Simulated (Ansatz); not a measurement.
The elements of this relaxed trial crystal are hidden behind letters.

```
lattice vectors (Å)
   1.4237    0.8220   13.3717
  -1.4237    0.8220   13.3717
   0.0000   -1.6440   13.3717
fractional positions
X 0.3019 0.3019 0.3019
X 0.4189 0.4189 0.4189
X 0.2014 0.2014 0.2014
X 0.6931 0.6931 0.6931
X 0.8106 0.8106 0.8106
Z 0.5849 0.5849 0.5849
```

The calculation used DFT PBE, scalar-relativistic, plane waves, PAW (Ansatz). The final run on the 6-atom cell used 420 eV, a Γ-centred 16×16×4 mesh, 0.10 eV smearing and no spin polarisation.

- Space group: R3m (No. 160)
- Conventional cell: a = 2.847 Å, c = 40.115 Å
- Volume per atom: 15.65 Å³
- Density: 3.51 g/cm³
- Energy over the elements: −0.02 eV/atom
- Gap on the 16×16×4 mesh of the 6-atom cell: 0 eV (a metal)

Energies are uncorrected and count from the elements' standard states at the same level.

**Question.** X is a p-block element of period 3 and Z is a d-block element of period 4. Which elements are they?

**Answer.** X = Al, Z = Cu, so the formula is Al5Cu. Density times volume gives a mean mass of 3.51 × 15.65/1.6605 = 33.1 u per atom, and this set has 33.1 u. Among the elements that the hints allow, noble gases aside, only these give it. Around Al on its first site lie 3 Cu at 2.60 Å and 9 Al at 2.84–2.85 Å; around Al on its second site lie 12 Al at 2.85–2.89 Å; Cu has 6 Al at 2.60 Å and 6 Cu at 2.85 Å; 3 more sites not described.

The end has Cm (No. 8) at a tolerance of 0.01 Å; the cell shown is made exact in the group found at 0.05 Å. This cell was reached by moving the atoms of another relaxed cell at random and relaxing again, last within the group found; it had no such test of its own.
